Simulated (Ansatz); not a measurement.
Given:

Starting cell, ZrB2 (AlB2 type, space group P6/mmm):

```
ZrB2
1.0
    3.17143     0.00000     0.00000
   -1.58571     2.74654     0.00000
    0.00000     0.00000     7.08264
Zr B
2 4
Direct
  0.00000   0.00000   0.00000
  0.00000   0.00000   0.50000
  0.33333   0.66667   0.25000
  0.33333   0.66667   0.75000
  0.66667   0.33333   0.25000
  0.66667   0.33333   0.75000
```

The atoms are displaced by Q × the pattern below (from a DFPT mode at A = (0.0, 0.0, 0.5), largest move 1; Q in Å), at fixed cell. (q is in reciprocal vectors of the primitive cell; the cell shown is doubled to hold the pattern.)

```csv
atom,x,y,z
B3,0.000,0.000,-1.000
B4,0.000,0.000,1.000
B5,0.000,0.000,1.000
B6,0.000,0.000,-1.000
```

Atoms not listed stay in place.

Computed with PBE (plane waves to 420 eV, PAW, scalar-relativistic; Ansatz, an electronic-structure program). k mesh 17×17×7 (Γ-centred), Fermi-Dirac smearing 0.05 eV. E stands for the smeared free energy. With partly filled bands, energies and forces of such displacements shift with the k mesh and the smearing. ZrB2 is run without spin polarisation. ZrB2 was relaxed with its symmetry unable to fall. The zero of ΔE is the undisplaced structure.

The scan covers Q from -0.100 to 0.100 Å in 13 points.

Problem. Which space group does the distorted structure have?

Solution. P6_3/mmc (No. 194), lowered from P6/mmm.

Problem. What is the energy change at Q = 0.100 Å?

Solution. 302 meV/cell.

Problem. What harmonic wavenumber does the curvature at Q = 0 give?

Solution. 615 cm⁻¹.

(For displaced atoms, the force is minus the slope of the energy, and its curvature is a force constant, which sets phonon frequencies.)
